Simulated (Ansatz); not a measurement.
Zr2TlC in space group P6_3/mmc (No. 194; Zr on 4f, Tl on 2c, C on 2a) at seven volumes, PBEsol (plane waves, PAW; program Ansatz), shape and atoms relaxed at each. One row is withheld.

```
V (Å³/atom)  P (GPa)
-----------  -------
16.440         15.09
16.982          9.18
17.524             ?
18.066          0.00
18.608         -3.49
19.150         -6.39
19.692         -8.80
```

Question: Fit the shown pressures and predict the withheld one.

Answer: Third-order Birch–Murnaghan: P = (3/2)B₀(x^(7/2) − x^(5/2))[1 + (3/4)(B′ − 4)(x − 1)] with x = (V₀/V)^(2/3). Least squares on the six rows gives V₀ = 18.067 Å³/atom, B₀ = 126.6 GPa, B′ = 4.96. At V = 17.524, x = 1.0206 and P = 4.17 GPa. The run itself gave 4.19 GPa.

The first step of the workflow began from a Materials Project structure, measured or hypothetical; the Crystallography Open Database copy checked does not list it. Its standing as an ambient phase is unchecked. The cell was relaxed with PBEsol under the symmetry of its start; whether a distortion lowers the energy is not shown. The run is not spin-polarised. Spin–orbit coupling is left out wherever it is not named.

Potentials: the earlier of the program's two PAW sets. The files were generated under PBE; for other functionals the program regenerates the frozen cores, and for LDA and PBEsol the local potential too.
